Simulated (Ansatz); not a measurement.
# What strain does to BeSiSb2 (ordering on zincblende)

BeSiSb2 as one 4-atom ordering (P-4m2) on the zincblende lattice, relaxed with r2SCAN in Ansatz 0.2.0. Space group P-4m2 (No. 115), tetragonal; conventional cell a = 4.122 Å, c = 5.779 Å, 24.55 Å³ an atom. Around Be lie 4 Sb at 2.44 Å; around Sb lie 2 Be at 2.44 Å and 2 Si at 2.60 Å; around Si lie 4 Sb at 2.60 Å.

The axes x, y and z are those of this cell:
```xyz
4
Lattice="4.1219 0.0000 0.0000 0.0000 4.1219 0.0000 0.0000 0.0000 5.7792" Properties=species:S:1:pos:R:3 pbc="T T T"
Be    0.0000    0.0000    0.0000
Sb    0.0000    2.0609    1.3073
Si    2.0609    2.0609    2.8896
Sb    2.0609    0.0000    4.4719
```

Unstrained: HSE06 gives an indirect gap of 0.378 eV, from Γ to M; the least direct gap is 0.914 eV at Γ. Meshes: HSE06 4×4×4. Strains are changes of length per length. After each strain the atoms were relaxed again with r2SCAN within the symmetry that the strain leaves, so tilts or polar shifts that break it weren't tested; points keep the names that they have in the unstrained zone. (Calculated; spin-unpolarised; the phase may be known or hypothetical.)

Changes of the least gap in eV (an overlap counts as a negative gap):
```tsv
strain	volume change (%)	space group	HSE06
uniaxial +4.48 % along z	+4.5	P-4m2	-0.083
biaxial +1.53 % in x and y, z held	+3.1	P-4m2	+0.116
```

Uniaxial +4.48 % along z, other directions held. HSE06: the gap goes from 0.378 to 0.295 eV (-0.083 eV); with HSE06 the top three valence levels at Γ, grouped 2+1 from the top over 198 meV, become 2+1 over 454 meV.

Biaxial +1.53 % in x and y, z held. HSE06: the gap goes from 0.378 to 0.494 eV (+0.116 eV); with HSE06 the top three valence levels at Γ, grouped 2+1 from the top over 198 meV, become 2+1 over 137 meV.

No spin-orbit coupling is included; it can move band edges with weight on the heavy atoms by tenths of an eV.

The meshes of the hybrids are coarse, so their gaps aren't converged to the digits shown.

The splittings at Γ are without spin-orbit coupling, which regroups them where it is of like size or larger.
